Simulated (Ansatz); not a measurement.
**Structures of Cs3Cu: which is lowest?**

Plane-wave DFT in Ansatz with scalar-relativistic PAW potentials, cutoff 420 eV, Γ-centred meshes chosen by cell and gap, Gaussian smearing with energies taken to zero width. Every cell was relaxed (cell and atoms) in a run of its own, within the symmetry of its start. Functional: PBE.

Relaxed structures (starts from databases or built by putting these elements on another compound's sites):
A. Pm-3m, 4 atoms in the computed cell, a = 6.467 Å; sites (symmetry × multiplicity) Cs 4/mm.m × 3, Cu m-3m × 1; start: built
B. I4/mmm, 4 atoms in the computed cell, a = 6.373 Å, c = 12.965 Å; sites (symmetry × multiplicity) Cs -4m2 × 4 + 4/mmm × 2, Cu 4/mmm × 2; start: built

Q: Rank them by energy. Could pressure change the order?

A:
```tsv
structure	group	E − E(lowest) (meV/atom)	V (Å³/atom)	gap on mesh (eV)
A	Pm-3m	0.0	67.61	0.00
B	I4/mmm	19.5	65.83	0.00
```

A is lowest, 19 meV/atom under B. The two lowest differ in volume by under 3 %, too little for a first-order estimate of what pressure does to that pair (other pairs aren't weighed here); with rigid cells even 3 % in favour of the higher one would need about 2 GPa. Other structures may lie lower than all of these, and vibrations aren't counted.

Spin-orbit coupling is left out, which matters for the bands of heavy elements.